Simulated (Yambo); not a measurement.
Yambo run on RbO₂H₃ (space group Cmc2_1, No. 36). The wavefunctions are PBEsol (pw.x of Quantum ESPRESSO, ONCV potentials, scalar-relativistic) ones on a 4×4×2 mesh (24 occupied bands); a = 5.8325 Å, b = 5.8325 Å, c = 5.9398 Å, α = 90.00°, β = 90.00°, γ = 137.57°.

Yambo input:

```
rim_cut
HF_and_locXC
RandQpts= 1000000
RandGvec= 1 Ry
EXXRLvcs= 84 Ry
VXCRLvcs= 336 Ry
% QPkrange
 1 | 1 | 24 | 25 |
 5 | 5 | 24 | 25 |
 6 | 6 | 24 | 25 |
 9 | 9 | 24 | 25 |
 13 | 13 | 24 | 25 |
 14 | 14 | 24 | 25 |
%
```

k points by index: 1 = Γ, 5 = (0, -0.5, 0), 6 = (0, -0.5, -0.5), 9 = (0.25, -0.5, 0), 13 = (-0.5, -0.5, 0), 14 = (-0.5, -0.5, -0.5).

Resulting energies as the program prints them:

```
#    K-point    Band    Eo [eV]    Ehf [eV]    Vxc [eV]    Vnlxc [eV]
#
    1    24    -0.019761    -6.083800    -18.60132    -24.66536
    1    25    4.436519    8.595970    -9.171550    -5.012098
    5    24    -0.018875    -5.891064    -18.79125    -24.66343
    5    25    6.892309    11.28450    -8.092294    -3.700106
    6    24    -0.098796    -6.004544    -18.61213    -24.51788
    6    25    7.255659    11.88898    -9.651135    -5.017814
    9    24    0.000000    -5.986902    -18.68492    -24.67182
    9    25    6.160330    10.70113    -10.31483    -5.774026
    13    24    -0.023652    -6.108890    -18.68436    -24.76960
    13    25    6.038464    10.57337    -10.13266    -5.597751
    14    24    -0.296604    -6.036530    -18.68850    -24.42842
    14    25    7.038172    11.53440    -9.884352    -5.388119
```
Exchange alone, without screening.

Geometry of the Materials Project entry, not relaxed at this level.

The structure is a Materials Project entry; no match was found in the copy of COD used, and its stability was not checked.
